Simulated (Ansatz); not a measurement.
ScPt3:
```cif
data_Pt3Sc
_chemical_formula_sum 'Sc1 Pt3'
_space_group_name_H-M_alt 'P 1'
_space_group_IT_number 1
_cell_length_a 3.92156
_cell_length_b 3.92156
_cell_length_c 3.92156
_cell_angle_alpha 90.000
_cell_angle_beta 90.000
_cell_angle_gamma 90.000
loop_
_space_group_symop_operation_xyz
  'x, y, z'
loop_
_atom_site_label
_atom_site_type_symbol
_atom_site_fract_x
_atom_site_fract_y
_atom_site_fract_z
_atom_site_occupancy
Sc1 Sc 0.00000 0.00000 0.00000 1
Pt1 Pt 0.50000 0.50000 0.00000 1
Pt2 Pt 0.00000 0.50000 0.50000 1
Pt3 Pt 0.50000 0.00000 0.50000 1
```

This is the LDA-relaxed structure.

Task: All from plane-wave PAW LDA (Ansatz code), unless another level is named. Predict the Young's modulus.

Result: 298 GPa.

Task: Next, the elastic constants (relaxed ions, GPa)?

Result: C11 = 359, C12 = 188, C44 = 140.

Space group Pm-3m (Cu3Au type). The workflow started from a Materials Project entry (that database holds measured and hypothetical structures alike); the Crystallography Open Database files this formula in space group No. 221, but the cells were not matched. Whether it is the stable phase at ambient conditions was not checked. The cell was relaxed with LDA under the symmetry of its start; whether a distortion lowers the energy is not shown. No spin polarisation was allowed. As this level gives no gap, shear constants depend on the k-mesh and smearing (Fermi–Dirac, 0.1 eV here). Scalar-relativistic: spin–orbit coupling is off unless named, which matters more the heavier the elements.

Potentials: the later of the program's two PAW sets.
